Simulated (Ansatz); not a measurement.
AlAs:
```
CELL_PARAMETERS angstrom
      0.00000     2.86419     2.86419
      2.86419     0.00000     2.86419
      2.86419     2.86419     0.00000
ATOMIC_POSITIONS crystal
  Al 0.00000 0.00000 0.00000
  As 0.25000 0.25000 0.25000
```

Relaxed with PBE. Special points in fractions of this cell's reciprocal vectors: Γ (0.000, 0.000, 0.000); X (0.500, 0.000, 0.500); U (0.625, 0.250, 0.625); K (0.375, 0.375, 0.750); L (0.500, 0.500, 0.500); W (0.500, 0.250, 0.750).

Q: List the band energies nearest the valence-band maximum at these points for PBE (plane waves, PAW; program Ansatz).

A: In eV from the valence-band maximum; about four levels below and three above (degenerate sets whole), none deeper than 8.9 eV; points with the same levels are listed once.

| k | below | above |
|---|---|---|
| Γ | 0.00 0.00 0.00 | 1.78 4.24 4.24 4.24 |
| X | -5.30 -2.09 -2.09 | 1.50 2.30 10.05 10.05 |
| U | -5.06 -3.26 -1.73 | 2.26 4.90 8.01 |
| L | -5.40 -0.80 -0.80 | 2.02 4.66 4.66 |
| W | -4.98 -3.04 -2.70 | 4.32 5.46 5.58 |

Space group F-43m (zinc blende). The PBE relaxation kept the symmetry of its start. Spin–orbit coupling is left out wherever it is not named.

Potentials: the later of the program's two PAW sets.
